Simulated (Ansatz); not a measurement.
A geometry of Cu away from equilibrium: step 2 of the relaxation of a relaxed Cu cell displaced along its unstable phonon at q = (½, ½, ½) of its primitive reciprocal cell (66i cm⁻¹), largest move 0.15 Å. Method: PBEsol (plane waves to 420 eV, PAW, scalar-relativistic; Ansatz, a first-principles code). Γ-centred k-mesh 15×15×15 on the run's cell (coarser than for final values), Fermi–Dirac smearing 0.05 eV.

```
Cu
1.0
    2.47682     1.43013     8.86519
    0.00000     1.43013     8.86519
    1.23841    -0.71516     8.86521
Cu
4
Direct
  0.90318   0.03597   0.19365
  0.50816   0.14097   0.98368
  0.49184   0.85903   0.01632
  0.09682   0.96403   0.80635
```

### Question
What forces act on the atoms (eV/Å)?

### Answer
```tsv
atom	Fx	Fy	Fz
Cu1	0.00	-0.21	-0.10
Cu2	0.00	0.20	-0.10
Cu3	0.00	-0.20	0.10
Cu4	0.00	0.21	0.10
```

### Question
What is the pressure?

### Answer
-0.3 GPa, compression positive.

### Question
How far above the relaxed end point is this geometry?

### Answer
0.13 eV/atom; the path ends in R-3m (No. 166).

No spin polarisation in the result.

The run could not lose the symmetry of its start: the end is stationary, and may be a saddle point rather than a minimum.

The end of the path is a generated cell of Cu: the first start was made by placing the elements on the sites of a structure type, and the end was not matched to a known phase here, so it may be hypothetical. Known forms of Cu include space group No. 225.
